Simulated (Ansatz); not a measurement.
Au:
```
Au
1.0
    2.90341     0.00000     0.00000
   -1.45170     2.51442     0.00000
    0.00000     0.00000     4.81870
Au
2
Direct
  0.33333   0.66667   0.75000
  0.66667   0.33333   0.25000
```

Relaxed with r²SCAN. Special points in fractions of this cell's reciprocal vectors: Γ (0.000, 0.000, 0.000); M (0.500, 0.000, 0.000); K (0.333, 0.333, 0.000); A (0.000, 0.000, 0.500); L (0.500, 0.000, 0.500); H (0.333, 0.333, 0.500).

List the band energies nearest the Fermi level at these points for DFT-r²SCAN with spin–orbit coupling in the program Ansatz with PAW potentials.

In eV from the Fermi level; about four levels below and three above (degenerate sets whole), none deeper than 8.9 eV; points with the same levels are listed once.

| k | below | above |
|---|---|---|
| Γ | -1.91 -1.91 -0.89 -0.89 | 2.83 2.83 15.23 15.23 |
| M | -2.02 -2.02 -1.62 -1.62 | 0.41 0.41 1.54 1.54 |
| K | -2.38 -2.38 -2.22 -2.22 | 2.32 2.32 2.35 2.35 |
| A | -2.46 -2.46 -2.46 -2.46 | 11.00 11.00 11.00 11.00 |
| L | -1.77 -1.77 -1.77 -1.77 | 0.52 0.52 0.52 0.52 |
| H | -2.34 -2.34 -2.11 -2.11 | 4.26 4.26 4.40 4.40 4.40 4.40 |

Space group P6_3/mmc (hcp (Mg type)). The workflow started from an entry of the Crystallography Open Database (COD), which files this formula under 2 space groups. It is not the phase usual at ambient conditions (space group No. 225). The r²SCAN relaxation kept the symmetry of its start; whether a distortion lowers the energy is not shown.

Potentials: the later of the program's two PAW sets.
